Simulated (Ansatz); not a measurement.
KSO3F: S-33 NMR of the central transition

Cell: a computed structure from the Materials Project (it need not be an observed phase).

Space group Pnma (No. 62); a = 8.8225, b = 6.0408, c = 7.5561 Å.

| site | Wyckoff | site symmetry | x | y | z |
| --- | --- | --- | --- | --- | --- |
| K | 4c | .m. | 0.6775 | 0.2500 | 0.3416 |
| S | 4c | .m. | 0.5557 | 0.2500 | 0.8005 |
| O9 | 8d | 1 | 0.5838 | 0.0472 | 0.7022 |
| O17 | 4c | .m. | 0.4229 | 0.2500 | 0.9120 |
| F | 4c | .m. | 0.6969 | 0.2500 | 0.9458 |

One atom of each set is listed.

Level of theory: DFT, r2SCAN, plane waves and PAW, scalar-relativistic, 500 eV cutoff, Γ-centred 3×4×3 k-points, Fermi–Dirac smearing 0.02 eV (Ansatz 0.2.0).

S-33 has I = 3/2 and Q = -69.40 mb (Pyykkö 2018); at 18.8 T its Larmor frequency is ν₀ = 61.5 MHz. Only the quadrupole interaction is simulated: positions count from each site's isotropic chemical shift, and shift anisotropy, dipolar and J coupling are left out.

Problem. What does the S-33 spectrum (static powder) show for each site?

Solution. 

```
site                        first shell  C_Q (MHz)     η  P_Q (MHz)  δ_QIS (ppm)  breadth (kHz)
   S  3 O at 1.44–1.45 Å, 1 F at 1.66 Å      -16.9  0.05       16.9        -1879            628
```

δ_QIS = −(ν_Q²/30ν₀²)[I(I+1) − 3/4](1 + η²/3) × 10⁶ ppm with ν_Q = 3|C_Q|/[2I(2I−1)]; it falls as 1/B₀² in ppm, and the breadth as 1/B₀ in kHz.

The largest force is 0.6 eV/Å, so the atoms aren't at the calculated equilibrium and relaxing them would move these values.
